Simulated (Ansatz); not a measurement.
**Sn₄Ir: computed property card**

Sn4Ir:
```
CELL_PARAMETERS angstrom
      3.16024    -5.71479     0.00000
      3.16024     5.71479     0.00000
      0.00000     0.00000     6.30078
ATOMIC_POSITIONS crystal
  Sn 0.04613 0.29973 0.67326
  Sn 0.95387 0.70027 0.67326
  Sn 0.29973 0.04613 0.32674
  Sn 0.70027 0.95387 0.32674
  Sn 0.45387 0.20027 0.82674
  Sn 0.54613 0.79973 0.82674
  Sn 0.20027 0.45387 0.17326
  Sn 0.79973 0.54613 0.17326
  Ir 0.50000 0.50000 0.50000
  Ir 0.00000 0.00000 0.00000
```

Space group Ccce (No. 68); conventional cell a = 6.320 Å, b = 11.430 Å, c = 6.301 Å, α = β = γ = 90.00°.

Method: PBEsol (plane waves, PAW; program Ansatz). Structure relaxed to zero pressure with the same functional. Other levels are named where they apply.

### Cell and energy

* **Volume per atom**: 22.76 Å³
* **Density**: 9.73 g/cm³
* **Formation energy from the elements (no fitted shifts)**: -0.22 eV/atom

### Electronic structure

Electronic character: metallic (no gap)
Density of states at the Fermi level: 0.43 states/eV per atom (mean over ±0.08 eV)
Gap with spin–orbit coupling: none (metallic)

### Mechanics

* **Bulk modulus (Birch–Murnaghan fit)**: 83.5 GPa
* **Pressure derivative B′**: 6.0
* **Elastic constants (relaxed ions, GPa)**: C11 = 148, C22 = 120, C33 = 142, C12 = 62.6, C13 = 53.5, C23 = 58.4, C44 = 34.6, C55 = 51.7, C66 = 44.8
* **Mechanical stability**: stable (all eigenvalues of C positive)
* **Hill bulk and shear moduli**: 84.2 and 41.3 GPa
* **Young's modulus**: 106 GPa
* **Poisson's ratio**: 0.29
* **Debye temperature from the elastic constants**: 241 K

The workflow started from a Materials Project entry (that database holds measured and hypothetical structures alike); the Crystallography Open Database copy checked does not list it. COD files the formula under space group No. 142. Whether it is the stable phase at ambient conditions was not checked. The PBEsol relaxation kept the symmetry of its start; whether a distortion lowers the energy is not shown. No spin polarisation was allowed. As this level gives no gap, shear constants depend on the k-mesh and smearing (Fermi–Dirac, 0.1 eV here). Axis ratios of metals converge slowly with the k-mesh, so a and c are less sure than the volume. The references are the lowest solids computed at this level, not always the standard phases. Spin–orbit coupling is left out wherever it is not named.

Potentials: the later of the program's two PAW sets.
